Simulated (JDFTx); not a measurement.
Cu(111) slab cut from bulk Cu (space group Fm-3m, indices of the conventional cell, lattice of the Materials Project entry mp-30, not re-optimised): 4 atoms in 4 planes, a 1x1 cell of 5.54 Å² (|a| = 2.530, |b| = 2.530 Å), 6.2 Å between the outermost planes, cell height 22.2 Å, 10×10×1 k mesh, Fermi smearing 0.01 Ha, no spin polarisation.

Reference level: PBE, GBRV ultrasoft potentials, plane waves to 20/100 Ha, in a modified build of JDFTx. Unrelaxed; liquid: linear PCM (GLSSA13), water, 1 M NaCl. The reference uses energyDiffThreshold 1e-8 (1e-7 at fixed potential) and fluid knormThreshold 1e-11; each other row changes one option in all its runs. Potentials refer to SHE, placed 4.44 V below the bulk liquid's zero by convention.

Options: reference; energyDiffThreshold 1e-5; energyDiffThreshold 1e-6; energyDiffThreshold 1e-10; fluid knormThreshold 1e-9; fluid knormThreshold 1e-10; fluid knormThreshold 1e-12.

Problem. Which options move the work function or U_pzc by more than 0.02 from the reference?

Solution. energyDiffThreshold 1e-5; energyDiffThreshold 1e-6.

```tsv
option	F − F(reference), vacuum (meV/cell)	work function (eV)	U_pzc (V)
reference	0.0	4.841	0.138
energyDiffThreshold 1e-5	0.1	5.062	0.115
energyDiffThreshold 1e-6	0.0	4.866	0.137
energyDiffThreshold 1e-10	0.0	4.841	0.138
fluid knormThreshold 1e-9	0.0	4.841	0.152
fluid knormThreshold 1e-10	0.0	4.841	0.140
fluid knormThreshold 1e-12	0.0	4.841	0.137
```

A dash marks a run that didn't converge or wasn't made; the third decimal is shown to expose solver noise and isn't converged.
